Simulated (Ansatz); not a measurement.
Starting cell, SnO (litharge type, space group P4/nmm):

```yaml
crystal:
  lattice:
    - [3.79339, 0.00000, 0.00000]
    - [0.00000, 3.79339, 0.00000]
    - [0.00000, 0.00000, 4.76431]
  atoms:
    - { symbol: Sn, position: [0.50000, 0.00000, 0.24059] }
    - { symbol: Sn, position: [0.00000, 0.50000, 0.75941] }
    - { symbol: O, position: [0.00000, 0.00000, 0.00000] }
    - { symbol: O, position: [0.50000, 0.50000, 0.00000] }
```

In this cell atom 4 (O, nearest neighbour Sn at 2.216 Å; its periodic images, 3.8 Å or more away, move with it) is moved by s along Cartesian x, unit vector (1.000, 0.000, 0.000); all other atoms and the cell stay fixed.

All values below come from r2SCAN+rVV10 (plane waves to 500 eV, PAW, scalar-relativistic; Ansatz, a quantum-chemistry and plane-wave program). k mesh 7×7×6 (Γ-centred), Fermi-Dirac smearing 0.05 eV. The energy includes the smearing's −TS. Compression counts positive. With partly filled bands, energies and forces of such displacements shift with the k mesh and the smearing. F∥ is the force on the atom along that direction. At this level the bands of SnO touch or barely overlap; measurements give the solid a gap. SnO was relaxed with its symmetry unable to fall. ΔE is measured from the undisplaced structure.

```tsv
s (Å)	F∥ (eV/Å)	ΔE (meV/cell)	P (GPa)
-0.660	12.435	2993	19.8
-0.528	8.005	1660	…
-0.396	4.872	822	6.1
-0.264	2.715	…	2.6
-0.132	1.198	77	0.6
0.000	0.000	0	0.0
0.132	-1.198	77	0.6
0.264	-2.715	…	2.6
0.396	-4.872	822	6.1
0.528	-8.005	1660	…
0.660	-12.435	2993	19.8
```

**Question.** What belongs in the gaps?

**Answer.** 
- -0.528, P (GPa): 11.6
- -0.264, ΔE (meV/cell): 330
- 0.264, ΔE (meV/cell): 330
- 0.528, P (GPa): 11.6

(For displaced atoms, the force is minus the slope of the energy, and its curvature is a force constant, which sets phonon frequencies.)
